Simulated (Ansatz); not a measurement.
# What DFT gives for LuAl₂Sn₂

```
Al Lu Sn
1.0
     4.35791    0.00000    0.00000
    -2.17896    3.77407    0.00000
     0.00000    0.00000    6.92971
Al Lu Sn
2 1 2
Direct
  0.33330 0.66670 0.64150
  0.66670 0.33330 0.35850
  0.00000 0.00000 0.00000
  0.33330 0.66670 0.25137
  0.66670 0.33330 0.74863
```

Level: PBEsol, no spin polarisation; 420 eV; 9×9×5 Γ-centred mesh; fermi-dirac occupations (width 0.1 eV); Ansatz 0.2.0, fixed geometry.

(1) Which element gives electrons and which takes them?

(2) Is there a gap?

(3) What does the stress say?

(4) Which atom feels the largest force, and which way?

Origin: a known structure type with other elements, at an estimated volume, so it need not be a known compound.

Results:

(1) Bader charges in e: Lu +1.37, Al +1.34, Sn -2.02. In the mean Lu gives up most and Sn takes most.

(2) It is a metal, with about 2.1 states/eV a cell as the mean within 0.25 eV of the Fermi level, mostly Lu d (40 %), Al s (20 %) and Al p (18 %).

(3) The pressure is 4.6 GPa (compression positive), so with the atoms held at these fractions the cell would first expand. The principal stresses 1.4, 6.2, 6.2 GPa differ, so its shape would change too.

(4) The largest is on Sn4 (and as large on other atoms): 0.62 eV/Å, components (0.00, 0.00, -0.62). It makes 106° with the line to a nearest neighbour, Al2 at 2.62 Å.
